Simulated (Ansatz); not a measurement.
BN:
```yaml
crystal:
  lattice:
    - [2.50607, 0.00000, 0.00000]
    - [-1.25304, 2.17032, 0.00000]
    - [0.00000, 0.00000, 13.76567]
  atoms:
    - { symbol: B, position: [0.33333, 0.66667, 0.12031] }
    - { symbol: B, position: [0.66667, 0.33333, 0.62031] }
    - { symbol: B, position: [0.66667, 0.33333, 0.87969] }
    - { symbol: B, position: [0.33333, 0.66667, 0.37969] }
    - { symbol: N, position: [0.33333, 0.66667, 0.62040] }
    - { symbol: N, position: [0.66667, 0.33333, 0.12040] }
    - { symbol: N, position: [0.66667, 0.33333, 0.37960] }
    - { symbol: N, position: [0.33333, 0.66667, 0.87960] }
```

Relaxed with PBE+D3(BJ). Special points in fractions of this cell's reciprocal vectors: Γ (0.000, 0.000, 0.000); M (0.500, 0.000, 0.000); K (0.333, 0.333, 0.000); A (0.000, 0.000, 0.500); L (0.500, 0.000, 0.500); H (0.333, 0.333, 0.500).

List the band energies nearest the valence-band maximum at these points for PBE+D3(BJ) (plane waves, PAW; program Ansatz).

In eV from the valence-band maximum; about four levels below and three above (degenerate sets whole), none deeper than 8.9 eV; points with the same levels are listed once.

| k | below | above |
|---|---|---|
| Γ | -1.50 -1.50 -1.49 -1.49 | 4.87 6.82 7.26 |
| M | -1.56 -1.15 -1.05 -0.61 | 3.86 4.50 4.74 |
| K | -0.36 -0.36 -0.03 -0.03 | 4.14 4.14 4.92 4.92 |
| A | -1.49 -1.49 -1.49 -1.49 | 5.49 5.49 8.79 8.79 |
| L | -1.43 -1.43 -0.76 -0.76 | 4.07 4.07 5.22 5.22 |
| H | -0.36 -0.36 -0.04 -0.04 | 4.14 4.14 4.91 4.91 |

Space group P6_3/mmc. A made-up cell: these elements were put on the sites of a structure type. Its sites differ from those of the usual phase in this space group: another stacking or structure type. The PBE+D3(BJ) relaxation kept the symmetry of its start; phonons on a q-mesh show weakly imaginary modes. The volume moved by 57 % from the start of the relaxation.

Potentials: the later of the program's two PAW sets.
